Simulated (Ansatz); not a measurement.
Ansatz (a program for electronic structure) input:

Ansatz 0.2 input:
```yaml
crystal:
  lattice:
    - [-2.7285126952, 2.7285126952, 5.3221437575]
    - [2.7285126952, -2.7285126952, 5.3221437575]
    - [2.7285126952, 2.7285126952, -5.3221437575]
  atoms:
    - { symbol: Al, position: [0.75, 0.25, 0.5] }
    - { symbol: Cu, position: [0.0, 0.0, 0.0] }
    - { symbol: Ge, position: [0.5, 0.5, 0.0] }
    - { symbol: Se, position: [0.1349693534, 0.0988202999, 0.5004512541] }
    - { symbol: Se, position: [0.9011797001, 0.4016309543, 0.0361490536] }
    - { symbol: Se, position: [0.5983690457, 0.6345180993, 0.4995487459] }
    - { symbol: Se, position: [0.3654819007, 0.8650306466, 0.9638509464] }
kpoints:
  mp_grid: { grid: [4, 4, 4] }
hamiltonian:
  xc: hse06
  pseudopotentials: { kind: paw }
scf:
  n_extra_bands: 7
  occupations: { method: fixed }
output:
  eigenvalues: true
  eigenstates:
    e_range: [-9.0, 9.4]
    kpoints:
      - [0.0, 0.0, 0.0]  # VBM
      - [0.5, 0.5, 0.5]  # CBM
      - [0.0, 0.0, 0.0]  # GAMMA
      - [0.5, 0.5, -0.5]  # M
      - [0.0, 0.0, 0.5]  # X
      - [0.25, 0.25, 0.25]  # P
      - [0.0, 0.5, 0.0]  # N
      - [-0.315708078, 0.315708078, 0.315708078]  # S_0
      - [0.315708078, 0.684291922, -0.315708078]  # S
      - [-0.131416156, 0.131416156, 0.5]  # R
      - [0.5, 0.5, -0.131416156]  # G
```

Output (shortened):

```
Pseudopotential: Al, paw, valence charge 3
Pseudopotential: Cu, paw, valence charge 19
Pseudopotential: Ge, paw, valence charge 14
Pseudopotential: Se, paw, valence charge 16
Functional definition: HSE06
davidson cushion auto → on  (no smearing: the cushion is to keep the highest requested band from converging to the state above it …
Crystal: 7 atoms, lattice volume = 158.489 Å³
Basis set: ecut = 420 eV, 3041 PW (Γ)
Bands: 57, of which v1, the nominal top of the filled ones, is band 50 counted from 1 (49 counted from 0)
Symmetry: 4 space group operations
Space group: I-4 (ITA 82), of the structure as read, at distance tolerance 5.4e-5 Å
k-points: 14 of 64 (time reversal used)
SCF iter   1: F=—  HF=-33337.227243 eV  |F-HF|=—  |Δ(HF+E_count)|=         —  Δρ=1.86e-3  dr2=4.82e-3  ethr=1.77e-3  ⟨swp⟩=7.0  Hψ=3268  notcnv=0
preconditioner: auto → none
SCF iter   2: F=—  HF=-33337.230096 eV  |F-HF|=—  |Δ(HF+E_count)|=   2.85e-3  Δρ=3.64e-3  dr2=1.66e-2  ethr=4.82e-6  ⟨swp⟩=4.7  Hψ=2796  notcnv=0
SCF iter   3: F=—  HF=-33337.227668 eV  |F-HF|=—  |Δ(HF+E_count)|=   2.43e-3  Δρ=1.30e-3  dr2=1.96e-3  ethr=4.82e-6  ⟨swp⟩=4.0  Hψ=2182  notcnv=0
iter 4 solved again at ethr=8.30e-8 eV; its pass at ethr=1.96e-6 eV (dr2=8.30e-5 eV) is discarded
SCF iter   4: F=-33337.227450 eV  HF=-33337.227476 eV  |F-HF|=2.64e-5  |Δ(HF+E_count)|=   1.91e-4  Δρ=2.51e-4  dr2=8.09e-5  ethr=8.30e-8  ⟨swp⟩=3.0  Hψ=3669  notcnv=0
SCF 1 stopped early in 4 iterations: F = -33337.227450 eV  dr2 = 8.09e-5
Crystal: 7 atoms, lattice volume = 158.489 Å³
Exchange kernel: α = 0.2500, screened, ω = 0.2079 Å⁻¹, Wigner–Seitz truncation, v(0) = 1046.5084 eV·Å³, q-mesh 4×4×4, nearest image of the exchange supercell L …
Frozen-core exchange: fock
SCF iter   1: F=—  HF=-33344.059063 eV  |F-HF|=—  |Δ(HF+E_count)|=         —  Δρ=2.43e-2  dr2=7.41e-1  ethr=8.09e-7  ⟨swp⟩=8.1  Hψ=4116  notcnv=0
preconditioner: auto → none
SCF iter   2: F=—  HF=-33344.157724 eV  |F-HF|=—  |Δ(HF+E_count)|=   9.87e-2  Δρ=3.20e-2  dr2=1.28e0  ethr=8.09e-7  ⟨swp⟩=6.7  Hψ=3763  notcnv=0
SCF iter   3: F=—  HF=-33343.896827 eV  |F-HF|=—  |Δ(HF+E_count)|=   2.61e-1  Δρ=3.00e-3  dr2=1.09e-2  ethr=8.09e-7  ⟨swp⟩=5.2  Hψ=3455  notcnv=0
SCF iter   4: F=—  HF=-33343.926099 eV  |F-HF|=—  |Δ(HF+E_count)|=   2.93e-2  Δρ=1.39e-3  dr2=4.13e-3  ethr=8.09e-7  ⟨swp⟩=5.0  Hψ=2781  notcnv=0
SCF iter   5: F=—  HF=-33343.925210 eV  |F-HF|=—  |Δ(HF+E_count)|=   8.90e-4  Δρ=8.67e-4  dr2=1.72e-3  ethr=8.09e-7  ⟨swp⟩=3.0  Hψ=2481  notcnv=0
SCF iter   6: F=—  HF=-33343.924906 eV  |F-HF|=—  |Δ(HF+E_count)|=   3.04e-4  Δρ=1.51e-4  dr2=2.38e-4  ethr=8.09e-7  ⟨swp⟩=3.2  Hψ=2027  notcnv=0
SCF iter   7: F=—  HF=-33343.926687 eV  |F-HF|=—  |Δ(HF+E_count)|=   1.78e-3  Δρ=9.73e-4  dr2=9.36e-4  ethr=2.44e-8  ⟨swp⟩=5.1  Hψ=2886  notcnv=0
SCF iter   8: F=—  HF=-33343.926481 eV  |F-HF|=—  |Δ(HF+E_count)|=   2.06e-4  Δρ=2.58e-4  dr2=1.02e-4  ethr=2.44e-8  ⟨swp⟩=4.1  Hψ=2527  notcnv=0
SCF iter   9: F=-33343.926449 eV  HF=-33343.926465 eV  |F-HF|=1.55e-5  |Δ(HF+E_count)|=   1.66e-5  Δρ=1.10e-4  dr2=2.26e-5  ethr=2.44e-8  ⟨swp⟩=3.0  Hψ=1989  notcnv=0
SCF 2 stopped early in 9 iterations: F = -33343.926449 eV  dr2 = 2.26e-5
hybrid outer 1: dexx = +4.130e-2 eV, tail = 4.89e-4 eV
Crystal: 7 atoms, lattice volume = 158.489 Å³
Exchange kernel: α = 0.2500, screened, ω = 0.2079 Å⁻¹, Wigner–Seitz truncation, v(0) = 1046.5084 eV·Å³, q-mesh 4×4×4, nearest image of the exchange supercell L …
Frozen-core exchange: fock
SCF iter   1: F=—  HF=-33343.927389 eV  |F-HF|=—  |Δ(HF+E_count)|=         —  Δρ=7.06e-5  dr2=5.74e-6  ethr=2.45e-6  ⟨swp⟩=3.4  Hψ=1794  notcnv=0
preconditioner: auto → none
SCF iter   2: F=—  HF=-33343.927398 eV  |F-HF|=—  |Δ(HF+E_count)|=   9.43e-6  Δρ=1.23e-4  dr2=1.95e-5  ethr=5.22e-9  ⟨swp⟩=4.2  Hψ=3303  notcnv=0
iter 3 solved again at ethr=1.42e-10 eV; its pass at ethr=5.22e-9 eV (dr2=1.42e-7 eV) is discarded
SCF iter   3: F=—  HF=-33343.927394 eV  |F-HF|=—  |Δ(HF+E_count)|=   3.90e-6  Δρ=1.51e-5  dr2=6.13e-7  ethr=1.42e-10  ⟨swp⟩=3.1  Hψ=3981  notcnv=0
SCF iter   4: F=—  HF=-33343.927397 eV  |F-HF|=—  |Δ(HF+E_count)|=   3.14e-6  Δρ=2.58e-5  dr2=9.76e-7  ethr=1.42e-10  ⟨swp⟩=5.4  Hψ=2932  notcnv=0
SCF iter   5: F=-33343.927397 eV  HF=-33343.927397 eV  |F-HF|=3.70e-8  |Δ(HF+E_count)|=   2.39e-7  Δρ=4.47e-6  dr2=3.64e-8  ethr=1.42e-10  ⟨swp⟩=4.0  Hψ=2310  notcnv=0
SCF 3 converged in 5 iterations: F = -33343.927397 eV  dr2 = 3.64e-8
hybrid outer 2: dexx = +3.820e-6 eV, tail = 2.85e-7 eV, Δε = 1.04e-2 eV (about 4.97e-4 eV left of the loop's levels)
the search or the solves at the SCF's close seem to have found levels that the self-consistency loop had missed (the run counts 1) …
NSCF: frozen V_eff on 11 k-points
hybrid SCF converged: 2 outer / 14 inner (+4 warm-up), last move |dexx| = 3.82e-6 eV, tail = 2.85e-7 eV
Stability not checked (fock_operator)
Free energy (F): -33343.927398 eV
Frozen-core exchange: fock
Harris-Foulkes:  -33343.927398 eV  (|F-HF|=3.70e-8)
Internal energy: -33343.927398 eV  (E = F + TS)
E sigma→0 (E₀):  -33343.927398 eV
Fermi energy:    7.184777 eV
--- Per-component energies (eV) ---
  E_band       = -2495.529050
  E_kinetic    = 906.430202
  E_local      = -18713.313542  (includes V_loc(G=0)·N_el)
  E_nonlocal   = -1546.475940
  E_hartree    = 8845.001989
  E_xc         = -499.127379
  E_vxc        = -481.117852  (∫ρ·V_xc dr)
  E_exx        = -440.865867  (= α·E_x^exact, valence–valence)
  E_paw        = -11491.304111  (= ΣΔE_a)
  E_vpaw       = 530.658236  (= ΣTr[D̂ρ^β])
  E_aug_tail   = -0.001799  (compensation charges beyond the density's cutoff)
  E_ewald      = -10399.351544
  E_core_change = -4.919407  (= ΣΔE_core)
  E_smearing   =  0.000000  (= −TS)
  E_closure    =  0.000000  (closes the sum)
  Σ components = -33343.927398   (vs F -33343.927398, Δ=-7.28e-12)
  [band-id]    e_kinetic+e_local+e_nonlocal+2·e_hartree+e_vxc+2·e_exx+e_vpaw+e_augmentation_tail = -2495.548450   (vs E_band -2495.529050, Δ=-1.94e-2)
--- Band table (eV; the first three rows and the last of 14) ---
  k-point 0: bands = ["-109.4439", "-65.3117", "-65.2646", "-65.2646", "-43.9099", "-43.9096", "-43.9094", "-43.9094", "-43.8861", "-43.8861", "-43.8860", "-43.8860", "-43.8285", "-43.8285", "-43.8283", "-43.8283", "-43.7415", "-43.7415", "-43.7410", …
  k-point 1: bands = ["-109.4439", "-65.3117", "-65.2646", "-65.2646", "-43.9098", "-43.9096", "-43.9095", "-43.9095", "-43.8861", "-43.8861", "-43.8861", "-43.8860", "-43.8285", "-43.8284", "-43.8284", "-43.8283", "-43.7415", "-43.7414", "-43.7411", …
  k-point 2: bands = ["-109.4439", "-65.3118", "-65.2646", "-65.2646", "-43.9097", "-43.9096", "-43.9095", "-43.9095", "-43.8861", "-43.8861", "-43.8860", "-43.8860", "-43.8285", "-43.8285", "-43.8283", "-43.8283", "-43.7415", "-43.7414", "-43.7411", …
  k-point 13: bands = ["-109.4439", "-65.3118", "-65.2646", "-65.2646", "-43.9100", "-43.9095", "-43.9094", "-43.9094", "-43.8861", "-43.8861", "-43.8860", "-43.8860", "-43.8285", "-43.8285", "-43.8283", "-43.8283", "-43.7417", "-43.7413", "-43.7410", …
```

Cost: roughly 17 core-minutes on shared cores.

The points marked VBM and CBM come from a semilocal run.

The workflow started from a Materials Project entry (that database holds measured and hypothetical structures alike); the Crystallography Open Database copy checked does not list it. Whether it is the stable phase at ambient conditions was not checked. The cell was relaxed with PBEsol under the symmetry of its start; its stability against distortions is not shown here. No spin polarisation was allowed. Spin–orbit coupling is left out wherever it is not named.

Potentials: the later of the program's two PAW sets.

Ansatz is a plane-wave DFT program.
